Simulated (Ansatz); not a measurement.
All numbers below come from DFT PBE, scalar-relativistic, plane waves, PAW in Ansatz 0.2.0. The screen uses 420 eV, coarse Γ-centred meshes (up to 0.6 Å⁻¹ on the start cell), Gaussian smearing of 0.15 eV, tolerances of 0.08 eV/Å and 0.8 GPa and 16 steps at most, with the symmetry of each start kept. No spin polarisation. Energies are free energies per atom, good to about 0.1 eV/atom between metallic cells, end volumes are rough, and groups of ends are read at 0.1 Å.

Two unrelaxed guesses for Sc2SnSe5:

A.

```xyz
8
Lattice="6.5487 0.0000 0.0000 0.0000 6.5487 0.0000 0.0000 0.0000 5.7246" Properties=species:S:1:pos:R:3 pbc="T T T"
Sc    0.0000    3.2744    2.3270
Sc    3.2744    0.0000    3.3976
Sn    3.2744    3.2744    0.0000
Se    4.8412    4.8412    2.8623
Se    1.7075    1.7075    2.8623
Se    4.8412    1.7075    2.8623
Se    1.7075    4.8412    2.8623
Se    3.2744    3.2744    2.8623
```

B.

```xyz
16
Lattice="2.2500 -6.6000 0.0000 2.2500 6.6000 0.0000 0.0000 0.0000 13.2500" Properties=species:S:1:pos:R:3 pbc="T T T"
Sc    2.2500   -4.8180    0.7950
Sc    2.2500   -4.8180    5.8300
Sc    2.2500    4.8180    7.4200
Sc    2.2500    4.8180   12.4550
Sn    2.2500    4.0920    3.3125
Sn    2.2500   -4.0920    9.9375
Se    2.2500    2.4816    0.9275
Se    2.2500    5.9664    1.5503
Se    2.2500   -3.4980    3.3125
Se    2.2500    2.4816    5.6975
Se    2.2500    5.9664    5.0747
Se    2.2500   -2.4816    7.5525
Se    2.2500   -5.9664    8.1753
Se    2.2500    3.4980    9.9375
Se    2.2500   -2.4816   12.3225
Se    2.2500   -5.9664   11.6997
```

Task: Does the order of the two change on relaxation?

Result: As given, B is lower by 1.05 eV/atom. Relaxed, B is lower by 0.69 eV/atom, so the order holds. A goes from P-4m2 at 30.7 Å³/atom to P-4m2 at 40.9 Å³/atom and gains 0.66 eV/atom. B goes from Cmcm at 24.6 Å³/atom to Cmcm at 29.2 Å³/atom and gains 0.30 eV/atom. The closest pair in A goes from Se–Se at 2.22 Å to Sc–Se at 2.62 Å. The closest pair in B goes from Sc–Se at 2.36 Å to Sn–Se at 2.61 Å. At the end: counting Se atoms around Sc and Sn (those within 1.25 times the shortest such distance or 1.15 times the sum of covalent radii, 1.27 where that leaves under three), A has Sc 4, Sn 2 and B has Sc 6, Sn 6. A holds Se–Se units of three or more atoms (shortest 2.62 Å); in B the shortest Se–Se distance is 3.06 Å.
